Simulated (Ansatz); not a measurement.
AlRu in space group Fd-3m (No. 227; Al on 8b, Ru on 8a) at seven volumes, PBE in the plane-wave PAW code Ansatz, scaled uniformly. One row is withheld.

| V (Å³/atom) | P (GPa) |
|---|---|
| 12.896 | 22.12 |
| 13.321 | 13.50 |
| 13.746 | 6.19 |
| 14.171 | 0.00 |
| 14.597 | -5.25 |
| 15.022 | -9.69 |
| 15.447 | ? |

Task: Fit the shown pressures and predict the withheld one.

Result: P = (3/2)B₀(x^(7/2) − x^(5/2))[1 + (3/4)(B′ − 4)(x − 1)] with x = (V₀/V)^(2/3). Least squares on the six rows gives V₀ = 14.171 Å³/atom, B₀ = 190 GPa, B′ = 4.50. At V = 15.447, x = 0.9441 and P = -13.50 GPa. The run itself gave -13.44 GPa.

A made-up cell: these elements were put on the sites of a structure type; neither database checked (COD, Materials Project) lists it. COD files the formula under space group No. 221, so this cell is another polymorph or a model. Whether it is the stable phase at ambient conditions was not checked. The PBE relaxation kept the symmetry of its start; whether a distortion lowers the energy is not shown. The run is not spin-polarised.

Potentials: the later of the program's two PAW sets.
